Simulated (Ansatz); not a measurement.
MgCu2SiS4:
```xyz
16
Lattice="7.5186 0.0000 0.0000 0.0000 6.3463 0.0000 0.0000 0.0000 6.1319" Properties=species:S:1:pos:R:3 pbc="T T T"
Mg     3.7593     4.1649     6.1126
Mg     0.0000     2.1815     3.0467
Si     3.7593     2.0385     3.0595
Si     0.0000     4.3078     6.1255
Cu     5.6544     1.1283     0.0424
Cu     5.6235     5.2180     3.1083
Cu     1.8642     1.1283     0.0424
Cu     1.8951     5.2180     3.1083
S      5.4802     1.0096     2.2939
S      5.7977     5.3367     5.3599
S      2.0384     1.0096     2.2939
S      1.7209     5.3367     5.3599
S      3.7593     1.9081     5.2042
S      0.0000     4.4382     2.1383
S      3.7593     4.0938     2.4429
S      0.0000     2.2525     5.5089
```

Relaxed with PBEsol. Independent-particle spectrum: no excitons, no local fields, no scissors shift; 0.1 eV broadening; ε₁ of the summed bands alone.

Q: Tabulate the dielectric function from DFT-PBEsol in the program Ansatz with PAW potentials.

A: 

| E (eV) | ε₁ xx | ε₂ xx | ε₁ yy | ε₂ yy | ε₁ zz | ε₂ zz |
|---|---|---|---|---|---|---|
| 0.0 | 7.15 | 0.00 | 7.51 | 0.00 | 7.55 | 0.00 |
| 0.5 | 7.22 | 0.00 | 7.59 | 0.00 | 7.63 | 0.00 |
| 1.0 | 7.43 | 0.00 | 7.84 | 0.00 | 7.88 | 0.00 |
| 1.5 | 7.89 | 0.00 | 8.35 | 0.00 | 8.39 | 0.00 |
| 2.0 | 8.60 | 0.35 | 9.49 | 0.24 | 9.57 | 0.33 |
| 2.5 | 10.01 | 0.86 | 10.98 | 0.97 | 10.70 | 1.01 |
| 3.0 | 11.32 | 2.81 | 12.99 | 3.79 | 13.18 | 3.81 |
| 3.5 | 10.13 | 7.31 | 11.58 | 11.54 | 10.65 | 9.41 |
| 4.0 | 7.24 | 7.45 | 5.50 | 9.38 | 7.08 | 10.63 |
| 4.5 | 6.13 | 6.70 | 2.60 | 7.42 | 2.06 | 7.75 |
| 5.0 | 5.80 | 5.83 | 4.37 | 5.58 | 3.75 | 6.29 |
| 5.5 | 5.19 | 8.37 | 4.16 | 6.67 | 5.12 | 5.57 |
| 6.0 | 4.21 | 8.71 | 4.56 | 6.58 | 5.00 | 8.21 |
| 6.5 | 3.85 | 8.78 | 3.54 | 9.08 | 2.85 | 9.89 |
| 7.0 | 0.44 | 8.74 | 0.71 | 7.95 | 0.62 | 8.31 |
| 7.5 | -0.28 | 7.23 | 0.54 | 7.50 | 0.75 | 7.61 |
| 8.0 | -1.05 | 8.19 | -0.24 | 8.27 | -1.42 | 7.48 |
| 8.5 | -2.12 | 6.86 | -2.59 | 6.74 | -2.16 | 6.76 |
| 9.0 | -2.47 | 5.16 | -2.77 | 5.25 | -2.79 | 5.14 |
| 9.5 | -2.90 | 4.25 | -2.78 | 3.62 | -2.70 | 3.90 |
| 10.0 | -2.40 | 3.52 | -2.09 | 3.04 | -2.26 | 3.13 |
| 10.5 | -2.29 | 2.99 | -2.04 | 2.72 | -2.23 | 3.01 |
| 11.0 | -2.05 | 2.48 | -1.90 | 2.27 | -2.22 | 2.25 |
| 11.5 | -2.03 | 1.98 | -1.69 | 1.97 | -1.83 | 1.84 |
| 12.0 | -1.83 | 1.58 | -1.59 | 1.68 | -1.69 | 1.55 |

Q: From ε at 3.2 eV (xx: 11.84 + 4.15i), find n, k, the normal reflectivity and the absorption coefficient.

A: n = 3.49, k = 0.594, R = 32 %, α = 2kE/ħc = 190000 cm⁻¹.

With all bands, ε∞ without local fields is 7.23 (xx), 7.60 (yy), 7.64 (zz).

Space group Pmn2_1. The first step of the workflow began from a Materials Project structure, measured or hypothetical; the Crystallography Open Database files this formula in space group No. 31, but the cells were not matched. Whether it is the stable phase at ambient conditions was not checked. Symmetry was held in the PBEsol relaxation; whether a distortion lowers the energy is not shown. No spin polarisation was allowed.

Potentials: the later of the program's two PAW sets.
